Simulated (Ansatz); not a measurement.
**Is this Si₂Sn structure a true minimum?**

It was reached by relaxing an invented guess, and it needn't be the stable form of this composition.

Method: DFT PBE, scalar-relativistic, plane waves, PAW in Ansatz 0.2.0. Settings: cutoff 420 eV, Γ-centred mesh 12×12×4 on the computed 6-atom cell, Gaussian smearing of 0.10 eV; no spin polarisation.

The cell below (6 atoms, space group P-3m1 (No. 164)) is relaxed within its symmetry.

```yaml
crystal:
  lattice:
    - [4.02966, 0.00000, 0.00000]
    - [-2.01483, 3.48979, 0.00000]
    - [0.00000, 0.00000, 10.52424]
  atoms:
    - { symbol: Si, position: [0.66667, 0.33333, 0.17905] }
    - { symbol: Si, position: [0.00000, 0.00000, 0.11278] }
    - { symbol: Si, position: [0.33333, 0.66667, 0.82095] }
    - { symbol: Si, position: [0.00000, 0.00000, 0.88722] }
    - { symbol: Sn, position: [0.33333, 0.66667, 0.57143] }
    - { symbol: Sn, position: [0.66667, 0.33333, 0.42857] }
```

For the test a repeat of it with 12 atoms (edges 4.03, 4.03, 21.05 Å) was strained at random (σ = 1.5 % a component), the atoms were moved at random (σ = 0.15 Å), and all was relaxed again on a coarse 6×6×1 mesh (in the run’s order of axes) with 0.20 eV smearing, with no symmetry imposed.

Q: Does it come back?

A: It returns, within 2 meV/atom of the unmoved cell on that mesh and with the same symmetry when read at 0.1 Å (C2/m at 0.01 Å, so small strains and shifts remain). No instability shows in this cell; modes of other wave vectors, which need another repeat, aren't tested.
